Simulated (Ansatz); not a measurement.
# From the elastic tensor of Mg3CdS4 to moduli and sound speeds

Method: Ansatz, DFT PBE, scalar-relativistic, plane waves, PAW. Plane waves to 420 eV; Γ-centred k mesh 8×8×8; fixed occupations. No spin polarisation.

Space group Pm-3m (No. 221), cubic, a = 5.313 Å. Mg is surrounded by 6 S at 2.66 Å; around Cd lie 6 S at 2.66 Å; S on a site of symmetry 4/mmm is surrounded by 2 Cd at 2.66 Å and 4 Mg at 2.66 Å; S on a site of symmetry m-3m has 6 Mg at 2.66 Å.

The structure comes from a generated guess, relaxed at this level; another structure or a mixture of phases may lie lower.

Relaxed-ion constants (GPa, on the Cartesian axes of the calculation):
```
131.7  45.0  45.0   0.0   0.0   0.0
 45.0 131.7  45.0   0.0   0.0   0.0
 45.0  45.0 131.7   0.0   0.0   0.0
  0.0   0.0   0.0  46.3   0.0   0.0
  0.0   0.0   0.0   0.0  46.3   0.0
  0.0   0.0   0.0   0.0   0.0  46.3
```

Density 3.472 g/cm³; 8 atoms in 149.98 Å³.

With S = C⁻¹: B_V = (C11+C22+C33+2(C12+C13+C23))/9, G_V = (C11+C22+C33−C12−C13−C23+3(C44+C55+C66))/15, 1/B_R = S11+S22+S33+2(S12+S13+S23), 15/G_R = 4(S11+S22+S33−S12−S13−S23)+3(S44+S55+S66); Hill is their mean. Then v_l = √((B+4G/3)/ρ), v_t = √(G/ρ), v_m = [(2/v_t³+1/v_l³)/3]^(−1/3) and Θ = (ħ/k_B)·v_m·(6π²n/V)^(1/3) for n atoms in the volume V; E = 9BG/(3B+G), ν = (3B−2G)/(2(3B+G)) and A^U = 5G_V/G_R + B_V/B_R − 6.

| Item | Value |
| --- | --- |
| Bulk modulus, Voigt / Reuss / Hill | 73.9 / 73.9 / 73.9 GPa |
| Shear modulus, Voigt / Reuss / Hill | 45.1 / 45.1 / 45.1 GPa |
| Young's modulus | 112 GPa |
| Poisson ratio | 0.247 |
| Pugh ratio B/G | 1.64 (under 1.75, the rule of thumb for brittle) |
| Universal anisotropy index | 0.01 |
| Longitudinal and transverse sound speeds | 6214 and 3604 m/s |
| Debye temperature from the mean sound speed | 448 K |
